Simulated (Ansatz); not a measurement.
Input:

Ta2O5:
```xyz
7
Lattice="3.8393 0.0000 0.0000 0.0000 3.8588 0.0000 -1.9171 0.0000 6.5013" Properties=species:S:1:pos:R:3 pbc="T T T"
Ta     0.9620     0.0000     5.1506
Ta     0.9603     0.0000     1.3506
O      0.9631     1.9294     5.1953
O      0.9591     1.9294     1.3059
O     -0.9573     0.0000     5.6579
O      2.8795     0.0000     0.8434
O      0.9611     0.0000     3.2506
```

This is the PBEsol-relaxed structure.

**Question.** All from PBEsol (plane waves, PAW; program Ansatz), unless another level is named. Predict the gap with spin–orbit coupling.

**Answer.** 2.15 eV.

**Question.** And the HSE06 gap on the PBEsol cell?

**Answer.** 3.65 eV.

**Question.** Give the smallest direct gap on the standard path.

**Answer.** 2.80 eV.

**Question.** Give the electron effective mass with spin–orbit coupling.

**Answer.** 0.23, 0.35, 7.4 mₑ (principal values).

**Question.** Predict the band gap.

**Answer.** 2.17 eV (indirect).

**Question.** Give the weight of the conduction-edge state by species (Voronoi cells).

**Answer.** Ta 69 %, O 31 %.

Space group Cmmm. The workflow started from a Materials Project entry (that database holds measured and hypothetical structures alike); the Crystallography Open Database copy checked does not list it. COD files the formula under space group No. 49, so this cell is another polymorph or a model. Its standing as an ambient phase is unchecked. Symmetry was held in the PBEsol relaxation; phonons on a q-mesh show weakly imaginary modes. No spin polarisation was allowed. Scalar-relativistic: spin–orbit coupling is off unless named, which matters more the heavier the elements.

Potentials: the earlier of the program's two PAW sets.
